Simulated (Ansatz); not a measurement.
CuLi4Nb6O18:
```
CuLi4Nb6O18
1.0
    5.15148     0.00000     0.00000
   -2.57574     4.46131     0.00000
    0.00000     0.00000    13.92082
Cu Li Nb O
1 4 6 18
Cartesian
  0.00000   0.00000   2.92224
  2.57574   1.48710   7.75603
  0.00000   2.97421   5.42307
  0.00000   2.97421  12.27685
  0.00000   0.00000  10.03865
  0.00000   2.97421   2.31485
  2.57574   1.48710   4.71580
  0.00000   0.00000   7.00524
  0.00000   2.97421   9.30699
  2.57574   1.48710  11.63496
  0.00000   0.00000  13.83257
 -1.61497   3.29767   1.46885
  1.08762   4.21108   1.46885
 -0.90969   1.64433   3.79916
  0.52735   1.41387   1.46885
 -0.69686   4.42696   3.79916
  1.60655   2.85133   3.79916
  3.50103   0.20341   6.08986
  1.00139   1.32762   6.08986
  1.64714   3.18193   8.38894
  3.22480   2.93027   6.08986
 -0.64367   1.44388   8.38894
 -1.00346   4.29681   8.38894
  0.94128   1.69879  10.68852
 -1.57518   2.79674  10.68852
  1.63461   0.15100  12.95322
  0.63390   4.42709  10.68852
  1.88920   2.97020  12.95322
  4.20340   1.34011  12.95322
```
Starting moments (μB, in the order of the atoms Cu Li Li Li Li Nb Nb Nb Nb Nb Nb O O O O O O O O O O O O O O O O O O): 0.6 0.0 0.0 0.0 0.0 0.0 0.0 0.0 0.0 0.0 0.0 0.1 0.1 0.1 0.1 0.1 0.1 0.0 0.0 0.0 0.0 0.0 0.0 0.0 0.0 0.0 0.0 0.0 0.0.

Relaxed with r²SCAN.

### Question
Which orbitals make up the states near the Fermi level in plane-wave PAW r²SCAN (Ansatz code)?

### Answer
Within 0.5 eV of the Fermi level: Cu 3d 59 %, O 2p 31 %, Nb 4d 7 %. Projections are on Löwdin-orthogonalised atomic valence shells; empty p or d shells of many metals are not among them.

### Question
Tabulate the density of states.

### Answer
States/eV per cell of 29 atoms, in 0.25 eV bins, energy from the Fermi level.

| E (eV) | total | O 2p | Nb 4d | Cu 3d |
|---|---|---|---|---|
| -7.10 | 0.00 | 0.00 | 0.00 | 0.00 |
| -6.85 | 5.21 | 3.29 | 1.42 | 0.02 |
| -6.60 | 8.50 | 5.34 | 2.62 | 0.13 |
| -6.35 | 18.96 | 12.12 | 5.68 | 0.27 |
| -6.10 | 21.22 | 13.93 | 5.84 | 0.40 |
| -5.85 | 20.34 | 13.58 | 5.20 | 0.55 |
| -5.60 | 19.58 | 13.17 | 4.65 | 0.81 |
| -5.35 | 20.24 | 13.77 | 4.43 | 1.09 |
| -5.10 | 19.87 | 13.92 | 3.93 | 0.99 |
| -4.85 | 19.88 | 14.15 | 3.61 | 1.11 |
| -4.60 | 20.33 | 14.70 | 3.37 | 1.26 |
| -4.35 | 19.90 | 14.76 | 3.07 | 1.11 |
| -4.10 | 20.73 | 15.66 | 2.92 | 1.19 |
| -3.85 | 18.80 | 14.57 | 2.23 | 1.13 |
| -3.60 | 17.25 | 13.77 | 1.75 | 0.90 |
| -3.35 | 19.59 | 15.98 | 1.58 | 1.13 |
| -3.10 | 24.20 | 19.92 | 1.69 | 1.61 |
| -2.85 | 27.47 | 22.73 | 1.65 | 2.12 |
| -2.60 | 32.00 | 26.78 | 1.57 | 2.65 |
| -2.35 | 34.35 | 28.78 | 1.21 | 3.45 |
| -2.10 | 36.79 | 30.73 | 0.93 | 4.30 |
| -1.85 | 26.36 | 21.24 | 0.47 | 4.19 |
| -1.60 | 4.45 | 3.15 | 0.04 | 1.19 |
| -1.35 | 1.82 | 1.00 | 0.09 | 0.68 |
| -1.10 | 6.18 | 3.46 | 0.24 | 2.29 |
| -0.85 | 0.00 | 0.00 | 0.00 | 0.00 |
| -0.60 | 0.00 | 0.00 | 0.00 | 0.00 |
| -0.35 | 0.00 | 0.00 | 0.00 | 0.00 |
| -0.10 | 4.80 | 1.44 | 0.38 | 2.84 |
| 0.15 | 3.20 | 1.05 | 0.17 | 1.87 |
| 0.40 | 0.00 | 0.00 | 0.00 | 0.00 |
| 0.65 | 0.00 | 0.00 | 0.00 | 0.00 |
| 0.90 | 0.00 | 0.00 | 0.00 | 0.00 |
| 1.15 | 0.00 | 0.00 | 0.00 | 0.00 |
| 1.40 | 0.00 | 0.00 | 0.00 | 0.00 |
| 1.65 | 0.00 | 0.00 | 0.00 | 0.00 |
| 1.90 | 0.00 | 0.00 | 0.00 | 0.00 |
| 2.15 | 11.48 | 1.60 | 9.47 | 0.04 |
| 2.40 | 14.52 | 2.55 | 11.18 | 0.06 |
| 2.65 | 16.52 | 3.21 | 12.45 | 0.05 |
| 2.90 | 14.03 | 2.99 | 10.22 | 0.04 |
| 3.15 | 15.06 | 3.57 | 10.59 | 0.02 |
| 3.40 | 21.43 | 5.33 | 14.64 | 0.03 |
| 3.65 | 21.05 | 5.57 | 13.87 | 0.03 |
| 3.90 | 19.00 | 5.26 | 12.22 | 0.01 |
| 4.15 | 10.91 | 3.19 | 6.61 | 0.00 |
| 4.40 | 0.00 | 0.00 | 0.00 | 0.00 |
| 4.65 | 0.00 | 0.00 | 0.00 | 0.00 |

Space group P3. The start of the workflow was typed in or built on a structure type; neither database checked (COD, Materials Project) lists it. Whether it is the stable phase at ambient conditions was not checked. The r²SCAN relaxation kept the symmetry of its start; whether a distortion lowers the energy is not shown. The final state is ferromagnetic, the only order run, not a proven ground state. Other orbital occupations within this spin state were not tried. No Hubbard U is applied. The compound may be a true metal, but semilocal functionals without U, or a wrong spin order, can also close a gap. Scalar-relativistic: spin–orbit coupling is off unless named, which matters more the heavier the elements.

Potentials: the later of the program's two PAW sets.
